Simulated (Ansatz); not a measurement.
MnPt₃ (Pm-3m); volume scaled by 1.25.

```yaml
crystal:
  lattice:
    - [4.20115, 0.00000, 0.00000]
    - [0.00000, 4.20115, 0.00000]
    - [0.00000, 0.00000, 4.20115]
  atoms:
    - { symbol: Mn, position: [0.00000, 0.00000, 0.00000] }
    - { symbol: Pt, position: [0.00000, 0.50000, 0.50000] }
    - { symbol: Pt, position: [0.50000, 0.00000, 0.50000] }
    - { symbol: Pt, position: [0.50000, 0.50000, 0.00000] }
```

The reference geometry is a structure as deposited in COD; nothing is relaxed.

Functional, mesh and filling: PBEsol, 8×8×8 k mesh, Fermi–Dirac smearing of 0.08 eV. PAW means Ansatz 0.2.0 on its default frozen-core files. Site moments are integrated in spheres about the atoms. Start moments (μB): Mn1 4.

The self-consistent cycle went as follows.

| iteration | Harris–Foulkes energy less the last (meV) | density residual (eV) | M (μB) | ∫|m| (μB) |
| --- | --- | --- | --- | --- |
| 1 | -3636.876 | 3.5e+01 | 4.2911 | 4.3518 |
| 2 | -1207.108 | 7.3e+00 | 4.3652 | 4.5051 |
| 3 | -3.466 | 4.6e-01 | 4.4304 | 4.6299 |
| 4 | 51.222 | 6.7e-02 | 4.5226 | 4.7213 |
| 5 | 0.981 | 1.7e-02 | 4.5465 | 4.7517 |
| 6 | -0.180 | 1.2e-03 | 4.5461 | 4.7559 |
| 7 | 0.167 | 9.2e-04 | 4.5432 | 4.7539 |
| 8 | 0.019 | 1.1e-04 | 4.5424 | 4.7529 |
| 9 | -0.004 | 1.2e-05 | 4.5422 | 4.7523 |
| 10 | 0.000 | 9.4e-07 | 4.5420 | 4.7521 |
| 11 | 0.000 | 1.3e-08 | 4.5419 | 4.7520 |
| 12 | 0.000 | 1.7e-08 | 4.5418 | 4.7519 |

Site moments (μB): Mn1 4.17, Pt2 0.11, Pt3 0.11, Pt4 0.11. Cell moment 4.54 μB.

The PAW files were made with PBE; the program remakes their cores once for the run's functional and then keeps them frozen. Spin–orbit coupling is left out although heavy atoms are present. The magnetic state is the one that this cell and start allow. It needn't be the compound's measured order, which may need a larger cell or be absent.
